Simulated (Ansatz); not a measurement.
Relaxation of a generated cell, Ir placed in the simple-cubic structure type; 1 atom in the cell, which starts as Pm-3m (No. 221), cP1; a = b = c = 2.512 Å, α = β = γ = 90.00°. These are PBE (plane waves to 420 eV, PAW, scalar-relativistic; Ansatz, a first-principles code) values and carry that method's errors. Γ-centred k-mesh 13×13×13 on the run's cell (coarser than for final values), Fermi–Dirac smearing 0.05 eV. This is the first round of the run. 

The optimiser's lines from the output (shortened; P is positive under compression):

```
relax step   1: F+E_penalty+E_count = -11934.24214905 eV  Δ(F+E_penalty+E_count) = +0.000e0 eV  max|allowed force component| = 0.000e0 eV/Å  Δτ_max = 0.0000 Å  P = +20.468 GPa  Ω = 15.854 Å³  (6 SCF iters, dr2 threshold 1.00e-7 eV, accepted)
relax step   2: F+E_penalty+E_count = -11934.24635841 eV  Δ(F+E_penalty+E_count) = -4.209e-3 eV  max|allowed force component| = 0.000e0 eV/Å  Δτ_max = 0.0000 Å  P = -14.838 GPa  Ω = 18.290 Å³  (6 SCF iters, dr2 threshold 1.00e-7 eV, accepted)
relax step   3: F+E_penalty+E_count = -11934.30910625 eV  Δ(F+E_penalty+E_count) = -6.275e-2 eV  max|allowed force component| = 0.000e0 eV/Å  Δτ_max = 0.0000 Å  P = -2.363 GPa  Ω = 17.181 Å³  (4 SCF iters, dr2 threshold 1.00e-7 eV, accepted)
relax step   4: F+E_penalty+E_count = -11934.31044496 eV  Δ(F+E_penalty+E_count) = -1.339e-3 eV  max|allowed force component| = 0.000e0 eV/Å  Δτ_max = 0.0000 Å  P = -0.077 GPa  Ω = 17.017 Å³  (4 SCF iters, dr2 threshold 1.00e-7 eV, accepted)
relax step   5: F+E_penalty+E_count = -11934.31044880 eV  Δ(F+E_penalty+E_count) = -3.840e-6 eV  max|allowed force component| = 0.000e0 eV/Å  Δτ_max = 0.0000 Å  P = +0.002 GPa  Ω = 17.011 Å³  (2 SCF iters, dr2 threshold 1.50e-8 eV, accepted)
relax step   6: F+E_penalty+E_count = -11934.31083246 eV  Δ(F+E_penalty+E_count) = -3.837e-4 eV  max|allowed force component| = 0.000e0 eV/Å  Δτ_max = 0.0000 Å  P = -0.037 GPa  Ω = 17.011 Å³  stress off target by 3.72e-2 GPa  SCF on the basis re-selected at this cell (its energy is not comparable with the rows above)  (6 SCF iters)
relax step   7: F+E_penalty+E_count = -11934.31083391 eV  Δ(F+E_penalty+E_count) = -1.446e-6 eV  max|allowed force component| = 0.000e0 eV/Å  Δτ_max = 0.0000 Å  P = -0.000 GPa  Ω = 17.008 Å³  (2 SCF iters, dr2 threshold 3.46e-9 eV, accepted)
relax step   8: F+E_penalty+E_count = -11934.31083391 eV  Δ(F+E_penalty+E_count) = -3.638e-11 eV  max|allowed force component| = 0.000e0 eV/Å  Δτ_max = 0.0000 Å  P = -0.000 GPa  Ω = 17.008 Å³  stress off target by 1.75e-4 GPa  SCF on the basis re-selected at this cell (its energy is not comparable with the rows above)  (4 SCF iters)
```

From the first to the last row the energy changes by -0.07 eV/atom and the volume by +7.3 %. The last row is marked as not comparable with the walk above it, whose basis was carried along; it does compare with step 1, since both stand on a basis selected at the nominal cutoff for their own cell.

Later rounds, restarted from the end of this one on a renewed k-mesh, logged 4 more steps and released under 0.01 eV/atom more. The final structure after all rounds: Pm-3m (No. 221), cP1, simple cubic type; a = b = c = 2.570 Å, α = β = γ = 90.00°. Between re-selections the logged energies stand on a plane-wave basis carried along with the cell. No spin polarisation in the result.

The run could not lose the symmetry of its start, so the end can be a saddle point.

The relaxed structure here is a generated cell of Ir: the first start was made by placing the elements on the sites of a structure type, and the end was not matched to a known phase here, so it may be hypothetical. Known forms of Ir include space group No. 225.
